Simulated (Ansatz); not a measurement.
Y (bcc (W type), Im-3m) under volume change, plane-wave PAW PBEsol (Ansatz code), scaled uniformly.

```csv
V (Å³/atom),E − E(relaxed) (meV/atom),P (GPa)
28.527,…,…
29.468,15.7,2.78
30.408,…,…
31.348,0.0,0.00
32.289,3.4,-1.15
33.229,13.2,-2.17
34.170,28.7,-3.07
```

Q: What belongs in the gaps?

A: 
- 28.527, E − E(relaxed) (meV/atom): 36.8
- 28.527, P (GPa): 4.46
- 30.408, E − E(relaxed) (meV/atom): 3.8
- 30.408, P (GPa): 1.31

Q: What does a third-order Birch–Murnaghan fit give for V₀, B₀ and B′?

A: V₀ = 31.35 Å³/atom, B₀ = 40.9 GPa, B′ = 3.1.

The start of the workflow was typed in or built on a structure type; neither database checked (COD, Materials Project) lists it. It is not the phase usual at ambient conditions (space group No. 194). The PBEsol relaxation kept the symmetry of its start. At this level the phase is dynamically unstable (imaginary phonons). The run is not spin-polarised. Spin–orbit coupling is left out wherever it is not named.

Potentials: the later of the program's two PAW sets.
